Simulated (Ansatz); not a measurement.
Input, command and steps of an Ansatz relaxation.

```yaml
crystal:
  lattice:
    - [2.7664734652, 0.0, 0.0]
    - [0.0, 4.5009155622, 0.0]
    - [0.0, 0.0, 3.9305990493]
  atoms:
    - { symbol: B, position: [0.0, 0.8047536488, 0.3632495816] }
    - { symbol: B, position: [0.0, 0.1952463512, 0.3632495816] }
    - { symbol: B, position: [0.5, 0.3047536488, 0.6367504184] }
    - { symbol: B, position: [0.5, 0.6952463512, 0.6367504184] }
    - { symbol: Ru, position: [0.0, 0.0, 0.8504712968] }
    - { symbol: Ru, position: [0.5, 0.5, 0.1495287032] }
basis:
  ecutwfc: 500
kpoints:
  mp_grid: { grid: [12, 8, 10] }
hamiltonian:
  xc: r2scan
scf:
  occupations: { method: gaussian, width: 0.1 }
output:
  forces: true
  stress: true
  eigenvalues: true
relax:
  adjacent_minimum: "off"
  f_tol: 0.01
  max_steps: 30
  cell: { stress_tol: 0.1, fix: [volume] }
```

```bash
ansatz run input.yaml --threads 1 --pin off --max-ram 2560MiB --backend cpu --events-out ev --progress --plain --runs-dir out
```

All numbers below come from DFT r2SCAN, scalar-relativistic, plane waves, PAW in Ansatz.

The volume is held at 0.91 times that of the relaxed cell.

Of 6 frames 5 are shown, positions in Å and forces in eV/Å; the SCF threshold varies from step to step. Steps run on the plane waves of an earlier cell, with a Pulay correction in the pressure. The basis is chosen afresh for the last frame, the zero of the energies, and at times for earlier ones too; energy and pressure can step there, also at an unchanged geometry. Where two frames share a geometry here, they differ by under 2 meV/atom and 0.3 GPa.

```xyz
6
Lattice="2.7665 0.0000 0.0000 0.0000 4.5009 0.0000 0.0000 0.0000 3.9306" Properties=species:S:1:pos:R:3:forces:R:3 pbc="T T T" step=1 free_energy_over_end_meV_per_atom=0.63 pressure_GPa=34.45
B     0.0000    3.6221    1.4278    0.0000    0.0193    0.0002
B     0.0000    0.8788    1.4278    0.0000   -0.0193    0.0002
B     1.3832    1.3717    2.5028    0.0000    0.0193   -0.0002
B     1.3832    3.1292    2.5028    0.0000   -0.0193   -0.0002
Ru    0.0000    0.0000    3.3429    0.0000    0.0000    0.3078
Ru    1.3832    2.2505    0.5877    0.0000    0.0000   -0.3078
6
Lattice="2.7586 0.0000 0.0000 0.0000 4.5017 0.0000 0.0000 0.0000 3.9411" Properties=species:S:1:pos:R:3:forces:R:3 pbc="T T T" step=2 free_energy_over_end_meV_per_atom=0.01 pressure_GPa=33.73
B     0.0000    3.6238    1.4334    0.0000    0.0232   -0.0006
B     0.0000    0.8779    1.4334    0.0000   -0.0232   -0.0006
B     1.3793    1.3730    2.5077    0.0000    0.0232    0.0006
B     1.3793    3.1287    2.5077    0.0000   -0.0232    0.0006
Ru    0.0000    0.0000    3.3581    0.0000    0.0000    0.0355
Ru    1.3793    2.2508    0.5831    0.0000    0.0000   -0.0355
6
Lattice="2.7590 0.0000 0.0000 0.0000 4.5015 0.0000 0.0000 0.0000 3.9408" Properties=species:S:1:pos:R:3:forces:R:3 pbc="T T T" step=3 free_energy_over_end_meV_per_atom=0.00 pressure_GPa=33.69
B     0.0000    3.6240    1.4335    0.0000    0.0116    0.0005
B     0.0000    0.8776    1.4335    0.0000   -0.0116    0.0005
B     1.3795    1.3732    2.5073    0.0000    0.0116   -0.0005
B     1.3795    3.1283    2.5073    0.0000   -0.0116   -0.0005
Ru    0.0000    0.0000    3.3586    0.0000    0.0000    0.0017
Ru    1.3795    2.2508    0.5821    0.0000    0.0000   -0.0017
6
Lattice="2.7588 0.0000 0.0000 0.0000 4.5009 0.0000 0.0000 0.0000 3.9415" Properties=species:S:1:pos:R:3:forces:R:3 pbc="T T T" step=4 free_energy_over_end_meV_per_atom=0.00 pressure_GPa=33.68
B     0.0000    3.6240    1.4337    0.0000   -0.0008    0.0011
B     0.0000    0.8769    1.4337    0.0000    0.0008    0.0011
B     1.3794    1.3736    2.5079    0.0000   -0.0008   -0.0011
B     1.3794    3.1274    2.5079    0.0000    0.0008   -0.0011
Ru    0.0000    0.0000    3.3590    0.0000    0.0000    0.0066
Ru    1.3794    2.2505    0.5825    0.0000    0.0000   -0.0066
6
Lattice="2.7588 0.0000 0.0000 0.0000 4.5018 0.0000 0.0000 0.0000 3.9408" Properties=species:S:1:pos:R:3:forces:R:3 pbc="T T T" step=6 free_energy_over_end_meV_per_atom=0.00 pressure_GPa=33.68
B     0.0000    3.6247    1.4335    0.0000    0.0001    0.0004
B     0.0000    0.8771    1.4335    0.0000   -0.0001    0.0004
B     1.3794    1.3738    2.5073    0.0000    0.0001   -0.0004
B     1.3794    3.1280    2.5073    0.0000   -0.0001   -0.0004
Ru    0.0000    0.0000    3.3586    0.0000    0.0000   -0.0007
Ru    1.3794    2.2509    0.5822    0.0000    0.0000    0.0007
```

It took 3.5 min on 1 thread of Arm Neoverse V1, with other jobs on the host, peak memory 0.66 GiB.